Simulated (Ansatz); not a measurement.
Sn2Pt (fluorite or antifluorite type, space group No. 225), the program Ansatz at the LDA level (PAW), all energies at zero smearing, with the estimated change up to a 700 eV cutoff added, with one set of potentials and settings (totals compare only within such a set). Cell of 3 atoms (2 Sn, 1 Pt): -24005.458 eV.

```
element                reference phase  E (eV/atom)
-------  -----------------------------  -----------
Sn       I4_1/amd, 2 atoms in the cell   -5879.5359
Pt          Fm-3m, 1 atoms in the cell  -12244.9860
```

Formation energy per atom, worked out: (-24005.458 − 2×(-5879.5359) − 1×(-12244.9860))/3 = -0.467 eV/atom (-45 kJ per mol of atoms), at 0 K, without zero-point energy or fitted corrections.

The workflow started from a Materials Project entry (that database holds measured and hypothetical structures alike); the Crystallography Open Database files this formula in space group No. 225, but the cells were not matched. Whether it is the stable phase at ambient conditions was not checked. The cell was relaxed with LDA under the symmetry of its start; of distortions, only those at the zone centre were tested. The run is not spin-polarised. The references are the lowest solids computed at this level, not always the standard phases. Scalar-relativistic: spin–orbit coupling is off unless named, which matters more the heavier the elements.

Potentials: the later of the program's two PAW sets.
